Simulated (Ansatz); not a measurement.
Ti2P:
```xyz
3
Lattice="1.7595 1.0159 4.3434 -1.7595 1.0159 4.3434 0.0000 -2.0318 4.3434" Properties=species:S:1:pos:R:3 pbc="T T T"
Ti     0.0000     0.0000     9.8948
Ti     0.0000     0.0000     3.1356
P      0.0000     0.0000     0.0000
```

Relaxed with LDA. Special points in fractions of this cell's reciprocal vectors: Γ (0.000, 0.000, 0.000); T (0.500, 0.500, 0.500); H2 (0.797, 0.203, 0.500); H0 (0.500, -0.203, 0.203); L (0.500, 0.000, 0.000); S0 (0.352, -0.352, 0.000); S2 (0.648, 0.000, 0.352); F (0.500, 0.000, 0.500).

**Question.** List the band energies nearest the Fermi level at these points for the program Ansatz at the LDA level (PAW).

**Answer.** In eV from the Fermi level; about four levels below and three above (degenerate sets whole), none deeper than 8.9 eV; points with the same levels are listed once.

```
k                           below                above
--  -----------------------------  -------------------
Γ   -3.23 -3.23 -0.98 -0.98 -0.88       1.31 1.31 1.74
T   -2.67 -2.67 -0.78 -0.26 -0.26  0.56 0.56 0.78 0.78
H2        -4.47 -3.59 -1.64 -0.94       0.63 1.00 1.18
L         -3.81 -3.08 -1.52 -0.99       0.34 0.45 1.50
S0        -4.43 -3.61 -1.58 -0.94       0.80 0.86 0.92
F         -3.64 -3.04 -2.20 -1.45       0.72 1.42 1.62
```

Space group R-3m. The start of the workflow was typed in or built on a structure type; neither database checked (COD, Materials Project) lists it. COD files the formula under space group No. 189. Whether it is the stable phase at ambient conditions was not checked. The cell was relaxed with LDA under the symmetry of its start; its stability against distortions is not shown here. The run is not spin-polarised. The volume moved by -38 % from the start of the relaxation.

Potentials: the earlier of the program's two PAW sets. The files were generated under PBE; for other functionals the program regenerates the frozen cores, and for LDA and PBEsol the local potential too.
